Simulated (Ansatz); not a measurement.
**AlPt: computed property card**

AlPt:
```
AlPt
1.0
    0.00000     2.54067     2.54067
    2.54067     0.00000     2.54067
    2.54067     2.54067     0.00000
Pt Al
1 1
Direct
  0.00000   0.00000   0.00000
  0.50000   0.50000   0.50000
```

Space group Fm-3m (No. 225), rock salt; conventional cell a = 5.0813 Å, b = 5.0813 Å, c = 5.0813 Å, α = 90.00°, β = 90.00°, γ = 90.00°.

Method: plane-wave PAW PBEsol (Ansatz code). The cell and atoms are relaxed at this level. Other levels are named where they apply.

**Cell and energy**

```
Item                                                           Value
-----------------------------------------------------  -------------
Volume per atom                                             16.40 Å³
Density                                                  11.24 g/cm³
Formation energy from the elements (no fitted shifts)  -0.55 eV/atom
```

**Electronic structure**

```
Quantity                                                                    Result
------------------------------------  --------------------------------------------
Electronic character                                             metallic (no gap)
Density of states at the Fermi level  0.39 states/eV per atom (mean over ±0.08 eV)
Gap with spin–orbit coupling                                       none (metallic)
```

**Mechanics**

```
Property                                                                             Result
-------------------------------------  ----------------------------------------------------
Bulk modulus (Birch–Murnaghan fit)                                                  148 GPa
Pressure derivative B′                                                                  4.5
Elastic constants (relaxed ions, GPa)                      C11 = 290, C12 = 77.6, C44 = 1.0
Mechanical stability                   marginal (the smallest eigenvalue of C is near zero)
```

**Phonons**

```
Item                                           Result
-----------------------------  ----------------------
Highest zone-centre frequency                223 cm⁻¹
Zone-centre stability          no imaginary mode at Γ
```

The start of the workflow was typed in or built on a structure type; neither database checked (COD, Materials Project) lists it. Its standing as an ambient phase is unchecked. The PBEsol relaxation kept the symmetry of its start. The run is not spin-polarised. As this level gives no gap, shear constants depend on the k-mesh and smearing (Fermi–Dirac, 0.1 eV here). As this level gives no gap, phonon frequencies hold no LO–TO term and depend on the k-mesh and smearing (Fermi–Dirac, 0.1 eV here). The references are the lowest solids computed at this level, not always the standard phases. Scalar-relativistic: spin–orbit coupling is off unless named, which matters more the heavier the elements.

Potentials: the later of the program's two PAW sets.
